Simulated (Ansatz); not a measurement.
**Ansatz run, SbPbCl**

The input, for Ansatz 0.2.0 (plane waves, PAW):

```yaml
crystal:
  lattice:
    - [4.44437, 0.0, 0.0]
    - [0.0, 4.44437, 0.0]
    - [0.0, 0.0, 7.834697]
  atoms:
    - { symbol: Pb, position: [0.0, 0.5, 0.205] }
    - { symbol: Pb, position: [0.5, 0.0, 0.795] }
    - { symbol: Cl, position: [0.0, 0.5, 0.65] }
    - { symbol: Cl, position: [0.5, 0.0, 0.35] }
    - { symbol: Sb, position: [0.5, 0.5, 0.0] }
    - { symbol: Sb, position: [0.0, 0.0, 0.0] }
  symmetry: { tolerance: 0.0003 }
kpoints:
  mp_grid: { grid: [8, 8, 5], shift: [0, 0, 0] }
  band_path:
    path:
      - [0.0, 0.0, 0.0]
      - [0.0, 0.5, 0.0]
      - [0.5, 0.5, 0.0]
      - [0.0, 0.0, 0.0]
      - [0.0, 0.0, 0.5]
      - [0.0, 0.5, 0.5]
      - [0.5, 0.5, 0.5]
      - [0.0, 0.0, 0.5]
      - [0.0, 0.5, 0.0]
      - [0.0, 0.5, 0.5]
      - [0.5, 0.5, 0.0]
    npoints: 6
magnetization:
  spin_polarized: false
scf:
  occupations: { method: fermi_dirac }
  lower_state_search: "off"
  max_iter: 200
hamiltonian:
  pseudopotentials: { kind: paw }
  xc: pbe
basis:
  ecutwfc: 420
  fft_grid_basis: typed
output:
  forces: true
  stress: true
  eigenvalues: true
  bader: true
  populations: true
  elf: true
  write_potential: true
  volumetric_format: npy
  dos:
    e_range: [-12, 8]
    de: 0.05
    projected: { site_lists: { Cl: [Cl], Pb: [Pb], Sb: [Sb] } }
checkpoint:
  read: saved_state
```

The run starts from an earlier solution of this cell. 

Output (shortened):

```
SCF iter   1: F=—  Δρ=1.32e-3  dr2=1.33e-2
SCF iter   2: F=—  Δρ=8.43e-4  dr2=2.92e-3
SCF iter   3: F=—  Δρ=2.92e-4  dr2=3.08e-4
SCF iter   4: F=—  Δρ=4.14e-5  dr2=5.89e-6
SCF iter   5: F=—  Δρ=1.16e-5  dr2=1.88e-7
SCF iter   6: F=-38938.7230 eV  Δρ=3.18e-6  dr2=1.45e-8
Free energy (F): -38938.7230 eV
Harris-Foulkes:  -38938.7230 eV  (|F-HF|=2.00e-9)
Internal energy: -38938.6573 eV  (E = F + TS)
E sigma→0 (E₀):  -38938.6901 eV
Entropy (-TS):   -0.0657 eV (-10.949 meV/atom)
Fermi energy:    8.7463 eV
--- Per-component energies (eV) ---
  E_band       = -460.7528
  E_kinetic    = 1333.3120
  E_local      = -7656.7233  (includes V_loc(G=0)·N_el)
  E_nonlocal   = 1484.2461
  E_hartree    = 3371.7269
  E_xc         = -940.3118
  E_vxc        = -711.6364  (∫ρ·V_xc dr)
  E_paw        = -31281.5952  (= ΣΔE_a)
  E_vpaw       = -1653.4055  (= ΣTr[D̂ρ^β])
  E_aug_tail   = 0.0003  (compensation charges beyond the density's cutoff)
  E_ewald      = -5249.3122
  E_smearing   = -0.0657  (= −TS)
--- Forces (eV/Å), atoms counted from 1 ---
  atom   1  Pb     0.0000     0.0000     6.0715
  atom   2  Pb     0.0000     0.0000    -6.0715
  atom   3  Cl     0.0000     0.0000     0.0745
  atom   4  Cl     0.0000     0.0000    -0.0745
  atom   5  Sb     0.0000     0.0000     0.0000
  atom   6  Sb     0.0000     0.0000     0.0000
--- Stress (GPa, compression-positive) ---
       20.5744       0.0000       0.0000
        0.0000      20.5744       0.0000
        0.0000       0.0000      18.8754
  P = ⅓ Tr σ = 20.0081 GPa (200.081 kbar)
--- Löwdin populations: 6 sites ---
  site symbol       q [e]
     0     Pb     13.6990
     1     Pb     13.6990
     2     Cl      7.4539
     3     Cl      7.4539
     4     Sb     14.6605
     5     Sb     14.6605
  spilling = 0.0052 (of n_electrons = 72.0000)
--- Bader charges: 6 sites ---
  site symbol  charge [e]  shift [e]
     0     Pb      0.5695     0.0000
     1     Pb      0.5695     0.0000
     2     Cl     -0.6665     0.0000
     3     Cl     -0.6665     0.0000
     4     Sb      0.0970     0.0000
     5     Sb      0.0970     0.0000
```

Origin: a known structure type with other elements, at an estimated volume, so it need not be a known compound. Caveats: atoms or cell far from equilibrium.
